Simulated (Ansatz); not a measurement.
KBr (rock salt) is sheared across one {110} plane: the third cell vector gains the shift, so faults repeat every 7.1 Å. The cut lies between planes 2.37 Å apart; the cell height is held.

```
CELL_PARAMETERS angstrom
      4.74131     0.00000     0.00000
      0.00000     6.70523     0.00000
      2.37066     3.35261     7.11197
ATOMIC_POSITIONS crystal
  Br 0.00000 0.00000 0.83333
  Br 0.33333 0.33333 0.16667
  Br 0.66667 0.66667 0.50000
  K  0.00000 0.50000 0.83333
  K  0.33333 0.83333 0.16667
  K  0.66667 0.16667 0.50000
```

In-plane vectors a = (4.741, 0.000) Å, b = (0.000, 6.705) Å, area 31.79 Å². The shift is s times the vector a + b (length 8.212 Å), so s = 1 restores the start. The shift is rigid: no atom relaxes. γ = [E(shift) − E(0)] / area.

Level of theory: PBE (plane waves to 420 eV, PAW, scalar-relativistic; Ansatz, a quantum-chemistry and plane-wave program). k mesh 6×6×6 (Γ-centred), Fermi-Dirac smearing 0.05 eV. Stress and pressure are positive under compression. Faults lie only 7.1 Å apart, and holding the cell height and the atoms raises γ above its relaxed value. Left out: 5 of 12 points, with atoms too close for the PAW data. KBr was relaxed with its symmetry unable to fall. 

```csv
s,σ normal to the fault (GPa)
0.000,0.0
0.083,0.3
0.167,0.9
0.250,___
0.750,___
0.833,0.9
0.917,0.3
```

Task: Some entries are withheld; supply them.

Result: 
- 0.250, σ normal to the fault (GPa): 1.9
- 0.750, σ normal to the fault (GPa): 1.9

(The slope of γ gives the shear force per area between the displaced halves; near zero shift its curvature is an elastic stiffness.)
